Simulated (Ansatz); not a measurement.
Consider the following.

YC$_{2}$:
```yaml
crystal:
  lattice:
    - [-1.81124, 1.81124, 3.07641]
    - [1.81124, -1.81124, 3.07641]
    - [1.81124, 1.81124, -3.07641]
  atoms:
    - { symbol: Y, position: [0.00000, 0.00000, 0.00000] }
    - { symbol: C, position: [0.60561, 0.60561, 0.00000] }
    - { symbol: C, position: [0.39439, 0.39439, 0.00000] }
```

This is the PBEsol-relaxed structure.

Question: All from plane-wave PAW PBEsol (Ansatz code), unless another level is named. Estimate the bulk modulus (Birch–Murnaghan fit).

Answer: 118 GPa.

Question: Next, the highest zone-centre frequency?

Answer: 1647 cm^-1.

Space group I4/mmm (MoSi2 or CaC2 type). The first step of the workflow began from a Materials Project structure, measured or hypothetical; the Crystallography Open Database files this formula in space group No. 139, but the cells were not matched. Whether it is the stable phase at ambient conditions was not checked. Symmetry was held in the PBEsol relaxation; of distortions, only those at the zone centre were tested. No spin polarisation was allowed. As this level gives no gap, phonon frequencies hold no LO–TO term and depend on the k-mesh and smearing (Fermi–Dirac, 0.1 eV here).

Potentials: the later of the program's two PAW sets.
